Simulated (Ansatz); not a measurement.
Problem. Each is relaxed and computed with the program Ansatz at the r²SCAN level (PAW). Which is the only metal?
A. GeTePt, P2_13 (Ge on 4a, Te on 4a, Pt on 4a)
B. LaGeRu, P4/nmm (La on 2c, Ge on 2c, Ru on 2a)
C. KLaGeS4, P2_1 (Pearson symbol mP14)
D. GePdS3, C2/m (Pearson symbol mS20)

Solution. B, LaGeRu, P4/nmm (La on 2c, Ge on 2c, Ru on 2a). LaGeRu: metal; KLaGeS4: gap 2.84 eV (indirect); GePdS3: gap 1.49 eV (indirect); GeTePt: gap 0.37 eV (indirect). Standing as an ambient phase not checked: LaGeRu, P4/nmm (La on 2c, Ge on 2c, Ru on 2a); KLaGeS4, P2_1 (Pearson symbol mP14); GePdS3, C2/m (Pearson symbol mS20); GeTePt, P2_13 (Ge on 4a, Te on 4a, Pt on 4a). Weakly bound layers, chains or molecules computed without a dispersion correction, so cells and soft constants are ill determined: GePdS3, C2/m (Pearson symbol mS20). All cells were relaxed under the symmetry of their starts (and spin orders); stability against distortions was not tested throughout. Rows with no word on spin ran without spin polarisation. Spin–orbit coupling is left out wherever it is not named.

Potentials: the later of the program's two PAW sets.
